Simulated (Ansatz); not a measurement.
# LuBi (Fm-3m): the size of the finite step

```
Lu Bi
1.0
     0.00000    3.06632    3.06632
     3.06632    0.00000    3.06632
     3.06632    3.06632    0.00000
Lu Bi
1 1
Direct
  0.50000 0.50000 0.50000
  0.00000 0.00000 0.00000
```

Unless marked otherwise, the numbers come from PBEsol, PAW on Ansatz 0.2.0's default frozen-core files (fitted under PBE), scalar-relativistic. k mesh 12×12×12, strains of ±0.005, Fermi-Dirac smearing of 0.100 eV, cutoff 420 eV. The cell was relaxed by PAW under this functional. The structure is one entry of a database and needn't be the stable phase.

Elastic constants come from stresses at strains of ±0.005 (two-point stencil): C11 = 150.4, C12 = 16.4, C44 = 23.3 GPa. What does an amplitude of 0.08 give?

C11 = 172.1, C12 = 15.6, C44 = 22.6 GPa. A large step picks up anharmonic terms.

Caveats: frozen-core PAW files fitted under PBE, their cores solved anew for the functional of the run; responses of metals move with mesh and smearing; no spin-orbit coupling on heavy atoms.
